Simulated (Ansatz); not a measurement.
Level of theory: DFT PBE, scalar-relativistic, plane waves, PAW (Ansatz 0.2.0). Settings: cutoff 420 eV, Γ-centred meshes spaced at most about 0.3 Å⁻¹, and about 0.25 Å⁻¹ or finer for metals (2π included), Gaussian smearing. No spin polarisation in the final relaxations.

These are static total energies at zero pressure. All come from trial cells, and lower structures may exist.

Question: Order these relaxed structures of Mg2GeN by energy, lowest first, with the energy over the lowest of them.
A.

Space group P-1 (No. 2). a = 3.169 Å, b = 5.559 Å, c = 7.487 Å, α = 103.05°, β = 101.83°, γ = 90.01°
| atom | site | symmetry | x | y | z |
| --- | --- | --- | --- | --- | --- |
| Mg | 2i | 1 | 0.6761 | 0.3757 | 0.3474 |
| Mg | 2i | 1 | 0.1817 | 0.8677 | 0.3590 |
| Ge | 1a | -1 | 0.0000 | 0.0000 | 0.0000 |
| Ge | 1c | -1 | 0.0000 | 0.5000 | 0.0000 |
| N | 2i | 1 | 0.2476 | 0.2492 | 0.4947 |

B.

Space group Pmmm (No. 47). a = 3.070 Å, b = 3.095 Å, c = 7.392 Å, α = 90.00°, β = 90.00°, γ = 90.00°
```csv
atom,site,symmetry,x,y,z
Mg,2r,mm2,0.0000,0.5000,0.6803
Ge,1a,mmm,0.0000,0.0000,0.0000
N,1h,mmm,0.5000,0.5000,0.5000
```

C.

Space group Immm (No. 71). a = 3.164 Å, b = 5.168 Å, c = 8.127 Å, α = 90.00°, β = 90.00°, γ = 90.00°
| atom | site | symmetry | x | y | z |
| --- | --- | --- | --- | --- | --- |
| Mg | 4i | mm2 | 0.5000 | 0.5000 | 0.3377 |
| Ge | 2c | mmm | 0.5000 | 0.5000 | 0.0000 |
| N | 2b | mmm | 0.5000 | 0.0000 | 0.0000 |

D.

Space group R-3m:H (No. 166). a = 3.178 Å, b = 3.178 Å, c = 21.348 Å, α = 90.00°, β = 90.00°, γ = 120.00°
```csv
atom,site,symmetry,x,y,z
Mg,6c,3m,0.3333,0.6667,0.9510
Ge,3b,-3m,0.6667,0.3333,0.8333
N,3a,-3m,0.0000,0.0000,0.0000
```

Answer: A (0 meV/atom), D (13 meV/atom), C (282 meV/atom), B (394 meV/atom). Forms: A P-1; D R-3m; C Immm; B Pmmm. Counting Ge or N atoms around Mg (for each partner element, those within 1.25 times its shortest distance or 1.15 times the sum of covalent radii, where it is the nearest in units of that sum or under 1.3; a plus sign parts groups by distance over the sum of covalent radii; a slash parts the counts of unlike sites): A has Mg 5/3+4; D has Mg 3+3; C has Mg 3+4; B has Mg 4.

For metals, differences of a few meV/atom aren't resolved. In R-3m, Immm, Pmmm an odd number of electrons in the primitive cell allows no gap without spin; a larger cell or a magnetic state could open one. Cells relaxed within their symmetry can be saddle points. The P-1 cell of Mg2GeN came from shaking the Pmmm one. Some candidate types were left out of the draw beforehand, so a known form may be missing.
